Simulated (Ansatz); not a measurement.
Lu:
Space group P6₃/mmc (No. 194); a = b = 3.5071 Å, c = 5.4586 Å, α = β = 90.00°, γ = 120.00°

| atom | site | symmetry | x | y | z |
|---|---|---|---|---|---|
| Lu | 2d | -6m2 | 0.6667 | 0.3333 | 0.2500 |

Relaxed at zero pressure with the program Ansatz at the PBE level (PAW).

**Question.** The volume is raised by 6 % and shape and atoms relax at that volume. What pressure results, and how do the axes share the change?

**Answer.** -2.4 GPa; a 1.9 %, b 1.9 %, c 2.1 %; the energy rises by 14 meV/atom.

**Question.** Give the new structure.

**Answer.** 
Space group P6₃/mmc (No. 194); a = b = 3.5735 Å, c = 5.5732 Å, α = β = 90.00°, γ = 120.00°

| atom | site | symmetry | x | y | z |
|---|---|---|---|---|---|
| Lu | 2d | -6m2 | 0.6667 | 0.3333 | 0.2500 |

The phase is kept; no other phase was compared at this pressure.

Space group P6_3/mmc (hcp (Mg type)). Symmetry was held in the PBE relaxation. Axis ratios of metals converge slowly with the k-mesh, so a and c are less sure than the volume. Spin–orbit coupling is left out wherever it is not named.

Potentials: the later of the program's two PAW sets.
